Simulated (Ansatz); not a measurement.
Cell and atoms are relaxed with the symmetry kept. Start:

```
Y Al Ge
1.0
     2.02520   -5.22000    0.00000
     2.02520    5.22000    0.00000
     0.00000    0.00000    5.76460
Y Al Ge
2 2 2
Direct
  0.69010 0.30990 0.75000
  0.30990 0.69010 0.25000
  0.00000 0.00000 0.50000
  0.00000 0.00000 0.00000
  0.39420 0.60580 0.75000
  0.60580 0.39420 0.25000
```

These are results of DFT r2SCAN, scalar-relativistic, plane waves, PAW in Ansatz 0.2.0, not measurements.

Settings: cutoff 500 eV, Γ-centred mesh 10×10×6 on the computed 6-atom cell, Gaussian smearing of 0.10 eV; no spin polarisation.

Problem. What does it relax to?

Solution. The volume drops by 0.05 Å³/atom to 20.27 Å³/atom, and the energy falls by 0.3 meV/atom. Final structure:
```cif
data_structure
_symmetry_space_group_name_H-M 'Cmcm'
_symmetry_Int_Tables_number 63
_cell_length_a 4.0330
_cell_length_b 10.4654
_cell_length_c 5.7618
_cell_angle_alpha 90.000
_cell_angle_beta 90.000
_cell_angle_gamma 90.000
_cell_volume 243.19
loop_
_atom_site_label
_atom_site_type_symbol
_atom_site_symmetry_multiplicity
_atom_site_Wyckoff_symbol
_atom_site_fract_x
_atom_site_fract_y
_atom_site_fract_z
_atom_site_occupancy
Y1 Y 4 c 0.00000 0.30993 0.25000 1
Al1 Al 4 a 0.00000 0.00000 0.00000 1
Ge1 Ge 4 c 0.50000 0.10475 0.25000 1
```

Course of the relaxation (steps run on the plane waves of an earlier cell, and the basis is chosen afresh near the end, so energy and pressure can step there; trial steps that raised the energy were taken back; energies are free energies):

| step | E − E_final (meV/atom) | largest force component (eV/Å) | P (GPa) | V (Å³/atom) |
| --- | --- | --- | --- | --- |
| 1 | 0.3 | 0.079 | -0.20 | 20.31 |
| 2 | 0.1 | 0.037 | -0.02 | 20.28 |
| 3 | 0.0 | 0.002 | 0.01 | 20.27 |
| 4 | 0.0 | 0.002 | 0.01 | 20.27 |